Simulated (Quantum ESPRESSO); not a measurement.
# ScHf3In2Mo2: input and log of a self-consistent run

Simulated, not a measurement. The program is pw.x of Quantum ESPRESSO 7.5 (plane-wave density functional theory). The cell is made up: eight metal atoms on a face-centred cubic lattice, with elements, volume, strain and displacements drawn at random and not relaxed, so it may be unstable or far from any real phase. PseudoDojo standard norm-conserving files set the functional (PBE unless stated); there is no spin polarisation or spin-orbit coupling, the Fermi-Dirac width of 0.25 eV means electrons at about 2900 K, and the masses in the input are unused placeholders. Heavy elements are run without spin-orbit coupling, which real alloys of them have. A spin test at this wide smearing found no moment, but such smearing suppresses magnetism that the real alloy may have.

Input:

```
&control calculation='scf', pseudo_dir='./dojo.nc.sr.pbe.v0_5.standard.upf', outdir='./o', disk_io='minimal', tprnfor=.true., tstress=.true. /
&system ibrav=0, nat=8, ntyp=4, nbnd=67, ecutwfc=79.96652505, nosym=.true., tot_charge=0,
 occupations='smearing', smearing='fd', degauss=0.0183746611
/
&electrons conv_thr=1.470e-08, electron_maxstep=70, mixing_beta=0.5 /
ATOMIC_SPECIES
Hf 1.0 Hf.upf
In 1.0 In.upf
Mo 1.0 Mo.upf
Sc 1.0 Sc.upf
CELL_PARAMETERS angstrom
0.0 -2.1811 -2.1811
-6.5433 -2.1811 0.0
-2.1811 4.3622 -6.5433
ATOMIC_POSITIONS angstrom
Sc 0.0123 -0.0685 -0.0575
Hf -2.0969 2.2559 -4.4073
Hf -2.2098 -0.0259 -2.1812
In -4.4046 2.2116 -6.5602
Mo -4.39 -0.016 -4.375
Mo -4.3623 -2.1335 -2.2178
Hf -6.524 0.0128 -6.5244
In -6.5326 -2.2462 -4.4022
K_POINTS automatic
8 4 3 1 1 1
```

The log is shortened where brackets say so; the opening notice, blank lines, dates and the lines on written files are dropped, and the path of the files is cut. It prints rydbergs, bohrs and kilobars, and counts compression as positive stress. Its total energy is the free energy E - TS of the whole cell.

```
     Program PWSCF v.7.5
     Parallel version (MPI & OpenMP), running on       4 processor cores
     Number of MPI processes:                 4
     Threads/MPI process:                     1
     [start-up lines left out]
     bravais-lattice index     =            0
     lattice parameter (alat)  =       5.8289  a.u.
     unit-cell volume          =    1120.3232 (a.u.)^3
     number of atoms/cell      =            8
     number of atomic types    =            4
     number of electrons       =       101.00
     number of Kohn-Sham states=           67
     kinetic-energy cutoff     =      79.9665  Ry
     charge density cutoff     =     319.8661  Ry
     scf convergence threshold =      1.5E-08
     mixing beta               =       0.5000
     number of iterations used =            8  plain     mixing
     Exchange-correlation= PBE
                           (   1   4   3   4   0   0   0)
     [axes and pseudopotential details left out]
   Cartesian axes
     site n.     atom                  positions (alat units)
         1        Sc     tau(   1) = (   0.0039876  -0.0222075  -0.0186413  )
         2        Hf     tau(   2) = (  -0.6798094   0.7313567  -1.4288349  )
         3        Hf     tau(   3) = (  -0.7164112  -0.0083967  -0.7071392  )
         4        In     tau(   4) = (  -1.4279595   0.7169948  -2.1267993  )
         5        Mo     tau(   5) = (  -1.4232262  -0.0051872  -1.4183633  )
         6        Mo     tau(   6) = (  -1.4142460  -0.6916750  -0.7190048  )
         7        Hf     tau(   7) = (  -2.1150633   0.0041497  -2.1151930  )
         8        In     tau(   8) = (  -2.1178514  -0.7282120  -1.4271815  )
     number of k points=    48  Fermi-Dirac smearing, width (Ry)=  0.0184
                       cart. coord. in units 2pi/alat
        k(    1) = (  -0.0534013  -0.0165728  -0.0718155), wk =   0.0416667
        k(    2) = (   0.0055243  -0.1933495   0.1049612), wk =   0.0416667
     [further k points left out]
     Dense  grid:   108153 G-vectors     FFT dimensions: (  36,  75,  90)
     Estimated max dynamical RAM per process >     359.88 MB
     Estimated total dynamical RAM >       1.33 GB
     Initial potential from superposition of free atoms
     starting charge     100.9812, renormalised to     101.0000
     Starting wfcs are   78 randomized atomic wfcs
     total cpu time spent up to now is        5.3 secs
     per-process dynamical memory:   278.1 Mb
     Self-consistent Calculation
     iteration #  1     ecut=    79.97 Ry     beta= 0.50
     Davidson diagonalization with overlap
     ethr =  1.00E-02,  avg # of iterations =  2.3
     total cpu time spent up to now is       16.7 secs
     total energy              =    -980.50150778 Ry
     estimated scf accuracy    <       2.73560274 Ry
     iteration #  2     ecut=    79.97 Ry     beta= 0.50
     Davidson diagonalization with overlap
     ethr =  2.71E-03,  avg # of iterations =  4.4
     total cpu time spent up to now is       31.0 secs
     total energy              =    -979.70263464 Ry
     estimated scf accuracy    <      44.73827873 Ry
     iteration #  3     ecut=    79.97 Ry     beta= 0.50
     Davidson diagonalization with overlap
     ethr =  2.71E-03,  avg # of iterations =  2.7
     total cpu time spent up to now is       42.8 secs
     total energy              =    -982.01998285 Ry
     estimated scf accuracy    <       1.98899673 Ry
     iteration #  4     ecut=    79.97 Ry     beta= 0.50
     Davidson diagonalization with overlap
     ethr =  1.97E-03,  avg # of iterations =  2.0
     total cpu time spent up to now is       52.4 secs
     total energy              =    -982.05909933 Ry
     estimated scf accuracy    <       1.19105507 Ry
     iteration #  5     ecut=    79.97 Ry     beta= 0.50
     Davidson diagonalization with overlap
     ethr =  1.18E-03,  avg # of iterations =  1.9
     total cpu time spent up to now is       62.0 secs
     total energy              =    -982.11021318 Ry
     estimated scf accuracy    <       0.34524268 Ry
     [iterations 6 to 14 left out]
     iteration # 15     ecut=    79.97 Ry     beta= 0.50
     Davidson diagonalization with overlap
     ethr =  4.15E-09,  avg # of iterations =  2.0
     total cpu time spent up to now is      175.0 secs
     total energy              =    -982.15979615 Ry
     estimated scf accuracy    <       0.00001167 Ry
     iteration # 16     ecut=    79.97 Ry     beta= 0.50
     Davidson diagonalization with overlap
     ethr =  4.15E-09,  avg # of iterations =  1.0
     total cpu time spent up to now is      184.4 secs
     total energy              =    -982.15979669 Ry
     estimated scf accuracy    <       0.00000028 Ry
     iteration # 17     ecut=    79.97 Ry     beta= 0.50
     Davidson diagonalization with overlap
     ethr =  2.80E-10,  avg # of iterations =  3.4
     total cpu time spent up to now is      195.3 secs
     total energy              =    -982.15979672 Ry
     estimated scf accuracy    <       0.00000007 Ry
     iteration # 18     ecut=    79.97 Ry     beta= 0.50
     Davidson diagonalization with overlap
     ethr =  7.10E-11,  avg # of iterations =  4.4
     total cpu time spent up to now is      206.6 secs
     total energy              =    -982.15979672 Ry
     estimated scf accuracy    <       0.00000007 Ry
     iteration # 19     ecut=    79.97 Ry     beta= 0.50
     Davidson diagonalization with overlap
     ethr =  6.52E-11,  avg # of iterations =  1.7
     total cpu time spent up to now is      216.5 secs
     End of self-consistent calculation
     [lines on levels left out]
!    total energy              =    -982.15979672 Ry
     estimated scf accuracy    <       0.00000001 Ry
     smearing contrib. (-TS)   =      -0.13373856 Ry
     internal energy E=F+TS    =    -982.02605816 Ry
     The total energy is F=E-TS. E is the sum of the following terms:
     one-electron contribution =    -205.21276495 Ry
     hartree contribution      =     155.72780723 Ry
     xc contribution           =    -223.11855177 Ry
     ewald contribution        =    -709.42254867 Ry
     convergence has been achieved in  19 iterations
     Forces acting on atoms (cartesian axes, Ry/au):
     atom    1 type  4   force =     0.01197428    0.02220572   -0.00734600
     atom    2 type  1   force =    -0.04158745   -0.03126694    0.02996070
     atom    3 type  1   force =    -0.05628595    0.01538923   -0.02331104
     atom    4 type  2   force =    -0.00394779   -0.00422922    0.00018468
     atom    5 type  3   force =    -0.00249228   -0.00808051    0.01002601
     atom    6 type  3   force =     0.01180010    0.00072556   -0.00786909
     atom    7 type  1   force =     0.05157967   -0.00046775   -0.00759039
     atom    8 type  2   force =     0.02895943    0.00572390    0.00594512
     Total force =     0.110796     Total SCF correction =     0.000525
     Computing stress (Cartesian axis) and pressure
          total   stress  (Ry/bohr**3)                   (kbar)     P=      -14.37
  -0.00010854  -0.00001326   0.00003252          -15.97       -1.95        4.78
  -0.00001326  -0.00009396   0.00001674           -1.95      -13.82        2.46
   0.00003252   0.00001674  -0.00009048            4.78        2.46      -13.31
     init_run     :      5.05s CPU      5.23s WALL (       1 calls)
     electrons    :    210.65s CPU    211.15s WALL (       1 calls)
     forces       :      2.07s CPU      2.08s WALL (       1 calls)
     stress       :      7.24s CPU      7.36s WALL (       1 calls)
     [timing details left out]
     PWSCF        :   3m45.13s CPU   3m45.98s WALL
     JOB DONE.
```

In other units: free energy -13362.965 eV for the cell, pressure -1.44 GPa, largest force component 1.447 eV/Å in size. The run took 228 s of wall time with four MPI processes on a shared machine (AMD EPYC, Zen 5, virtual cores), so the time is rough. A rerun of this cell at a higher cutoff and on a denser mesh moved values by no more than 0.004 eV in energy, 0.02 GPa in stress and 0.003 eV/Å in force, and a second program with other atomic files agreed on that cell to 2 % rms in force and 0.5 GPa in pressure.